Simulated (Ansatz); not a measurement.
## MnRh: sound and stiffness along [100], [110] and [111]

Level of theory: DFT LDA, scalar-relativistic, plane waves, PAW in Ansatz 0.2.0. Plane waves to 420 eV; Γ-centred k mesh 14×14×14; Gaussian smearing of 0.20 eV. Collinear spin, site moments 3.2, 0.6 μB.

Relaxed structure:
```cif
data_structure
_symmetry_space_group_name_H-M 'P 1'
_symmetry_Int_Tables_number 1
_cell_length_a 2.9539
_cell_length_b 2.9539
_cell_length_c 2.9539
_cell_angle_alpha 90.000
_cell_angle_beta 90.000
_cell_angle_gamma 90.000
_cell_volume 25.77
loop_
_atom_site_label
_atom_site_type_symbol
_atom_site_fract_x
_atom_site_fract_y
_atom_site_fract_z
_atom_site_occupancy
Mn1 Mn 0.00000 0.00000 0.00000 1
Rh1 Rh 0.50000 0.50000 0.50000 1
```

In a metal, frequencies and elastic constants depend on the k mesh and the smearing, soft modes and shear constants most.

With ions relaxed, on the cubic axes: C11 = 309.8, C12 = 184.5, C44 = 133.0 GPa. The density is 10.169 g/cm³.

Problem. Is the crystal stable against strain, and how anisotropic is it?

Solution. Born's conditions hold: C11 + 2C12 = 678.7, C11 − C12 = 125.3 and C44 = 133.0 GPa are all positive. B = (C11 + 2C12)/3 = 226.2 GPa. The two shear moduli are C44 and C′ = (C11 − C12)/2 = 62.6 GPa, so Zener's ratio is A = C44/C′ = 2.12: the tetragonal shear C′ is the soft one, as in many fcc and bcc metals and zincblende crystals. The Cauchy pressure C12 − C44 is 51.5 GPa; it would vanish for pair forces between atoms on inversion centres at zero pressure, and a positive value is usual with metallic or many-body binding.

Problem. Give the sound speeds along the three symmetry directions.

Solution. The Christoffel equation gives ρv² for each branch:
| direction | branch | ρv² | GPa | v (m/s) |
| --- | --- | --- | --- | --- |
| [100] | L | C11 | 309.8 | 5519 |
| [100] | T (×2) | C44 | 133.0 | 3616 |
| [110] | L | (C11 + C12 + 2C44)/2 | 380.1 | 6114 |
| [110] | T, u ∥ [001] | C44 | 133.0 | 3616 |
| [110] | T, u ∥ [1-10] | (C11 − C12)/2 | 62.6 | 2482 |
| [111] | L | (C11 + 2C12 + 4C44)/3 | 403.5 | 6299 |
| [111] | T (×2) | (C11 − C12 + C44)/3 | 86.1 | 2909 |

Problem. How does Young's modulus depend on direction?

Solution. Inverting gives S11 = 5.813, S12 = -2.170, S44 = 7.520 TPa⁻¹. Along a unit vector (l, m, n), 1/E = S11 − 2(S11 − S12 − S44/2)(l²m² + m²n² + n²l²), where the last bracket is 0, 1/4 and 1/3 for [100], [110] and [111]: E = 172, 270 and 334 GPa. With A > 1 the body diagonal is stiffest. For a film on (001), the biaxial modulus is C11 + C12 − 2C12²/C11 = 274 GPa and the normal strain is −2C12/C11 = -1.19 times the in-plane one.

Cost: 2 runs of about 4.6 core-minutes in all, on Arm Neoverse V2 (shared hosts).